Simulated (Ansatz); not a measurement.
Given:

VBiO4:
```
CELL_PARAMETERS angstrom
     -2.56064     2.56064     5.81001
      2.56064    -2.56064     5.81001
      2.56064     2.56064    -5.81001
ATOMIC_POSITIONS crystal
  V  0.75000 0.25000 0.50000
  V  0.00000 0.00000 0.00000
  Bi 0.25000 0.75000 0.50000
  Bi 0.50000 0.50000 0.00000
  O  0.67226 0.06035 0.89013
  O  0.07774 0.18965 0.60987
  O  0.17023 0.78214 0.10987
  O  0.57977 0.46786 0.39013
  O  0.21786 0.32774 0.38809
  O  0.53214 0.92226 0.11191
  O  0.93965 0.82977 0.61191
  O  0.81035 0.42023 0.88809
```

This is the r²SCAN-relaxed structure. Cartesian axes are those of the cell as given.

### Question
All from DFT-r²SCAN in the program Ansatz with PAW potentials, unless another level is named. Give the electron effective mass.

### Answer
0.59, 1.2, 5.6 mₑ (principal values).

### Question
What about the valence-band maximum?

### Answer
off the standard path, at k = (-0.021, 0.016, 0.344).

### Question
And the weight of the valence-edge state by species (Voronoi cells)?

### Answer
O 81 %, Bi 16 %, V 3 %.

Space group I4_1/a. The cell was relaxed with r²SCAN under the symmetry of its start. No spin polarisation was allowed. No Hubbard U is applied. Scalar-relativistic: spin–orbit coupling is off unless named, which matters more the heavier the elements.

Potentials: the later of the program's two PAW sets.

Edges and masses are those of Kohn–Sham bands, whose gap is no quasiparticle gap.
